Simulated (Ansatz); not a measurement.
Ionic part of the dielectric constant of Ga$_{3}$FeO$_{6}$, mode by mode

Level of theory: Ansatz 0.2.0, DFT PBE, scalar-relativistic, plane waves, PAW. Cutoff 420 eV, 6×6×6 k-points (Γ-centred), Gaussian smearing of 0.02 eV. Collinear spin, site moments 0.0, 0.0, 0.0, 3.7, 0.1, 0.1, 0.1, 0.2, 0.2, 0.2 μB. Phonons by linear response, acoustic sum rule imposed.

Space group R3 (No. 146), trigonal, a = 5.076 Å, c = 13.691 Å. Ga on its first site is surrounded by 6 O at 1.96–2.08 Å; around Ga on its second site lie 3 O at 1.95 Å and 3 O at 2.12 Å; Ga on its third site is surrounded by 3 O at 1.95 Å and 3 O at 2.11 Å; Fe has 3 O at 1.95 Å and 3 O at 2.18 Å; O on its first site is surrounded by 2 Ga at 1.95 Å, 1 Ga at 2.08 Å and 1 Fe at 2.18 Å; O on its second site has 1 Fe at 1.95 Å, 1 Ga at 1.96 Å and 2 Ga at 2.11–2.12 Å.

It was reached by relaxing an invented guess, and it needn't be the stable form of this composition.

The primitive cell has V = 101.84 Å³ and ε∞,xx = 5.810. Each polar mode adds Δε = (4.92064×10⁷/V)·S/ν² along x, with S its oscillator strength in e²/amu, ν in cm⁻¹ and V in Å³.

Q: From these modes, find each Δε and ε0,xx.
```tsv
ν (cm⁻¹)	S_xx (e²/amu)
201.88	0.02702
214.67	0.01802
255.14	0.07925
283.34	0.7355
296.01	0.5185
382.32	0.05371
415.12	1.533
501.39	0.08958
609.75	0.00465
```

A:
```csv
ν (cm⁻¹),Δε
201.88,0.32
214.67,0.19
255.14,0.59
283.34,4.43
296.01,2.86
382.32,0.18
415.12,4.30
501.39,0.17
609.75,0.01
```

The sum is 13.05, so ε0,xx = 18.86; the run's tensor has 18.85.

Q: Where do the longitudinal modes lie for a wave vector along x?

A: At 202.97, 215.38, 256.68, 290.37, 340.04, 383.65, 496.28, 607.32, 632.64 cm⁻¹. The Lyddane–Sachs–Teller product Π(ν_LO/ν_TO)² = 3.24 agrees with ε0/ε∞ = 3.24.
